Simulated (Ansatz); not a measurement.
# Zr2Cd under pressure: fit and missing row

Zr2Cd, I4/mmm, a = 3.035 Å, c = 13.877 Å. The structure is a Materials Project entry; whether it is the stable form wasn't checked. Ansatz: PBEsol, PAW, 420 eV, Γ-centred 14×14×14 mesh on 3 atoms, Gaussian smearing 0.10 eV; no spin polarisation. Cell and atoms are relaxed at each pressure, and no other structure is tried, so the rows at high pressure may lie past a change of phase.

```
V (Å³/atom) P (GPa)
          ?    90.03
     15.768    50.02
     17.638    25.01
     19.154    11.99
     20.455     3.97
     21.072     0.99
     21.299     0.01
     21.548    -1.01
```

Problem. Take V0 = 21.299 Å³/atom, count pressures from its P0 = 0.01 GPa, fit the third-order Birch–Murnaghan form to the other rows, and predict the missing volume.

Solution. With the Eulerian strain f = ½[(V0/V)^(2/3) − 1] and y = (P − P0)/[3f(1 + 2f)^(5/2)], the form is the line y = B0 + 1.5 B0 (B0′ − 4) f. Rows (f, y): 0.11098, 91.0; 0.06699, 90.8; 0.03666, 91.3; 0.01366, 90.3; 0.00358, 89.6; -0.00386, 89.8. Means f = 0.03800, y = 90.467; Σ(Δf)² = 0.009698, ΣΔfΔy = 0.1093; the slope is their ratio. y = 90.04 + 11.27 f GPa, so B0 = 90.0 GPa and B0′ = 4 + 2 × (11.27)/(3 × 90.04) = 4.08. P = 90.03 GPa is met at f = 0.16196 (y = 91.87), so V = V0 (1 + 2f)^(−3/2) = 13.982 Å³/atom. The run gave 13.967 Å³/atom, so the fit is 0.015 Å³/atom too high, 0.2 % of the span of the series, against an rms of 0.007 Å³/atom on the fitted rows. The row lies outside the fitted range. A fourth-order term fitted to the same rows gives P = 88.03 GPa at this row's volume (the line 90.46, the run 90.03), no gain.

The mesh isn't the same in all rows (14×14×14, 16×16×16).